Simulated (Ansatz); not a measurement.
LaScHO2 in space group P4/mmm (No. 123; La on 1d, Sc on 1a, O on 2f, H on 1b), DFT-PBEsol in the program Ansatz with PAW potentials, all energies at zero smearing, with the estimated change up to a 700 eV cutoff added, with one set of potentials and settings (totals compare only within such a set). Cell of 5 atoms (1 La, 1 Sc, 2 O, 1 H): -9417.200 eV.

```json
[
 {"element": "La", "reference phase": "P6_3/mmc, 4 atoms in the cell", "E (eV/atom)": "-6161.4715"},
 {"element": "Sc", "reference phase": "P6_3/mmc, 2 atoms in the cell", "E (eV/atom)": "-2111.3717"},
 {"element": "O", "reference phase": "C2/m, 4 atoms in the cell, spin-polarised", "E (eV/atom)": "-558.3609"},
 {"element": "H", "reference phase": "Cmce, 4 atoms in the cell", "E (eV/atom)": "-15.6186"}
]
```

Formation energy per atom, worked out: (-9417.200 − 1×(-6161.4715) − 1×(-2111.3717) − 2×(-558.3609) − 1×(-15.6186))/5 = -2.403 eV/atom (-232 kJ per mol of atoms), at 0 K, without zero-point energy or fitted corrections.

The start of the workflow was typed in or built on a structure type; neither database checked (COD, Materials Project) lists it. Whether it is the stable phase at ambient conditions was not checked. Symmetry was held in the PBEsol relaxation; whether a distortion lowers the energy is not shown. The run is not spin-polarised. The references are the lowest solids computed at this level, not always the standard phases (solids in place of the gases). Scalar-relativistic: spin–orbit coupling is off unless named, which matters more the heavier the elements.

Potentials: the earlier of the program's two PAW sets. The files were generated under PBE; for other functionals the program regenerates the frozen cores, and for LDA and PBEsol the local potential too.
